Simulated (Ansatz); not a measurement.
# An Ansatz input for P₂S₃

```yaml
crystal:
  lattice:
    - [4.551239548, 0.0, 0.0]
    - [0.0, 10.04847021, 0.0]
    - [-4.4571368529, 0.0, 10.6936860883]
  atoms:
    - { symbol: P, position: [0.87997858, 0.30347347, 0.77096027] }
    - { symbol: P, position: [0.12002142, 0.69652653, 0.22903973] }
    - { symbol: P, position: [0.12002142, 0.80347347, 0.72903973] }
    - { symbol: P, position: [0.87997858, 0.19652653, 0.27096027] }
    - { symbol: P, position: [0.59029643, 0.18596001, 0.9801386] }
    - { symbol: P, position: [0.40970357, 0.81403999, 0.0198614] }
    - { symbol: P, position: [0.40970357, 0.68596001, 0.5198614] }
    - { symbol: P, position: [0.59029643, 0.31403999, 0.4801386] }
    - { symbol: S, position: [0.32881838, 0.36280271, 0.9025643] }
    - { symbol: S, position: [0.67118162, 0.63719729, 0.0974357] }
    - { symbol: S, position: [0.67118162, 0.86280271, 0.5974357] }
    - { symbol: S, position: [0.32881838, 0.13719729, 0.4025643] }
    - { symbol: S, position: [0.77268327, 0.12353672, 0.84602393] }
    - { symbol: S, position: [0.22731673, 0.87646328, 0.15397607] }
    - { symbol: S, position: [0.22731673, 0.62353672, 0.65397607] }
    - { symbol: S, position: [0.77268327, 0.37646328, 0.34602393] }
    - { symbol: S, position: [0.97910764, 0.2150022, 0.62222018] }
    - { symbol: S, position: [0.02089236, 0.7849978, 0.37777982] }
    - { symbol: S, position: [0.02089236, 0.7150022, 0.87777982] }
    - { symbol: S, position: [0.97910764, 0.2849978, 0.12222018] }
kpoints:
  mp_grid: { grid: [7, 3, 3], shift: [0.5, 0.5, 0.5] }
scf:
  occupations: { method: fermi_dirac, width: 0.02 }
hamiltonian:
  xc: pbe
  pseudopotentials: { kind: nc, accuracy: standard }
output:
  forces: true
  stress: true
  populations: true
  efg: { quadrupole_moments_barn: { S: -0.0694 }, contact_densities: true }
```

```sh
ansatz run input.yaml --threads 1 --pin off --max-ram 2560MiB --backend cpu --events-out ev --progress --plain --runs-dir out
```

(1) Does this calculation finish, and if not, why?

Answers

(1) The input was rejected before any iteration. The program says:

```
Error: output.efg without hamiltonian.pseudopotentials.kind: paw|paw_fr|all_electron or hamiltonian.pseudopotentials.kind: all_electron — the all-electron EFG reconstruction needs the PAW one-centre densities; drop the efg request, or set kind: paw (paw_fr under spin-orbit coupling) (under a functional that reads the kinetic-energy density, kind: paw is refused in some combinations and carries risks of its own in the rest: see hamiltonian.xc for the refusals and hamiltonian.pseudopotentials.kind for the risks, both in the input reference; kind: paw is refused beside gw.static_remainder)
```

Against a sound input the change was `kpoints.mp_grid.shift`: not typed → [0.5, 0.5, 0.5]; `hamiltonian.pseudopotentials`: {kind: paw} → {kind: nc, accuracy: standard}. The message points to `hamiltonian.pseudopotentials`.

With the sound settings the run converges and gives V_zz (10²¹ V/m²) P1 -10.93 (η 0.06), P5 -10.89 (η 0.02), S9 -18.66 (η 0.74), S13 -18.79 (η 0.70), S17 -18.59 (η 0.58); a site carries the number of its first atom in the input. The largest force is 0.4 eV/Å, so the atoms aren't at the calculated equilibrium and relaxing them would move these values.
